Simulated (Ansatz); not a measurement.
Li3LaBi2 in space group P-3m1 (No. 164; Li on 2d, Li on 1b, La on 1a, Bi on 2d), DFT-r²SCAN in the program Ansatz with PAW potentials. The conduction-band minimum lies at L, with 3 equivalent valleys. Second derivatives d²E/dk² of the lowest band at one valley (eV·Å²), along Cartesian directions:

```csv
direction,d²E/dk²
[100],37.75
[010],16.37
[001],21.45
[110],27.11
[101],29.67
[011],4.650
```

Q: Find the principal effective masses, the density-of-states mass and the conductivity mass.

A: Off-diagonal terms follow from H_xy = H[110] − (H_xx + H_yy)/2, and m*/mₑ = 7.620 eV·Å² over each eigenvalue: 0.20, 0.23, 1.7. One valley's DOS mass (m₁m₂m₃)^(1/3) = 0.43, conductivity mass 3/(Σ 1/mᵢ) = 0.30 mₑ.

Q: What effective density of states Nc follows at 300 K for parabolic valleys?

A: Nc = 2.509e19 × 3 × (0.43)^(3/2) ≈ 2.1e19 cm⁻³.

The workflow started from a Materials Project entry (that database holds measured and hypothetical structures alike); the Crystallography Open Database files this formula in space group No. 164, but the cells were not matched. Its standing as an ambient phase is unchecked. The r²SCAN relaxation kept the symmetry of its start; its stability against distortions is not shown here. Scalar-relativistic: spin–orbit coupling is off unless named, which matters more the heavier the elements.

Potentials: the later of the program's two PAW sets.

Edges and masses are those of Kohn–Sham bands, whose gap is no quasiparticle gap.
